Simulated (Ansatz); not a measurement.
Given:

SiMo3:
Space group Pm-3n (No. 223); a = 4.8599 Å, b = 4.8599 Å, c = 4.8599 Å, α = 90.00°, β = 90.00°, γ = 90.00°

```json
[
 {"atom": "Mo", "site": "6c", "symmetry": "-4m.2", "x": "0.0000", "y": "0.5000", "z": "0.2500"},
 {"atom": "Si", "site": "2a", "symmetry": "m-3.", "x": "0.0000", "y": "0.0000", "z": "0.0000"}
]
```

This is the PBEsol-relaxed structure.

**Question.** All from plane-wave PAW PBEsol (Ansatz code), unless another level is named. Give the electronic character.

**Answer.** metallic (no gap).

**Question.** Next, the density of states at the Fermi level?

**Answer.** 0.43 states/eV per atom (mean over ±0.08 eV).

**Question.** And the formation energy from the elements (no fitted shifts)?

**Answer.** -0.37 eV/atom.

**Question.** Predict the gap with spin–orbit coupling.

**Answer.** none (metallic).

The PBEsol relaxation kept the symmetry of its start; of distortions, only those at the zone centre were tested. The run is not spin-polarised. The references are the lowest solids computed at this level, not always the standard phases. Spin–orbit coupling is left out wherever it is not named.

Potentials: the later of the program's two PAW sets.
